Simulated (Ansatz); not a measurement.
**Hf₂C: computed property card**

Hf$_{2}$C:
Space group P4/nmm, origin choice 1 (No. 129); a = 3.606 Å, b = 3.606 Å, c = 6.854 Å, α = 90.00°, β = 90.00°, γ = 90.00°

```
atom  site  symmetry       x       y       z
----  ----  --------  ------  ------  ------
Hf      2a      -4m2  0.0000  0.0000  0.0000
Hf      2c       4mm  0.5000  0.0000  0.3691
C       2c       4mm  0.0000  0.5000  0.2714
```

Space group P4/nmm (No. 129); conventional cell a = b = 3.6064 Å, c = 6.8542 Å, α = β = γ = 90.00°.

Method: plane-wave PAW r²SCAN (Ansatz code). Geometry: relaxed at this level of theory. Other levels are named where they apply.

**Cell and energy**

```
Property                                                     Result
-----------------------------------------------------  ------------
Volume per atom                                            14.86 Å³
Density                                                 13.75 g/cm³
Formation energy from the elements (no fitted shifts)  0.11 eV/atom
```

**Electronic structure**

```
Property                                                                     Value
------------------------------------  --------------------------------------------
Electronic character                                             metallic (no gap)
Density of states at the Fermi level  0.38 states/eV per atom (mean over ±0.08 eV)
```

**Mechanics**

```
Quantity                              Value
----------------------------------  -------
Bulk modulus (Birch–Murnaghan fit)  175 GPa
Pressure derivative B′                  4.1
```

**Charges**

```
Property                              Value
-------------  ----------------------------
Bader charges  Hf +0.64 to +1.38, C -2.02 e
```

The cell is a constructed one: a structure type filled with these elements; neither database checked (COD, Materials Project) lists it. Its standing as an ambient phase is unchecked. Symmetry was held in the r²SCAN relaxation; whether a distortion lowers the energy is not shown. The run is not spin-polarised. The references are the lowest solids computed at this level, not always the standard phases. Spin–orbit coupling is left out wherever it is not named.

Potentials: the later of the program's two PAW sets.
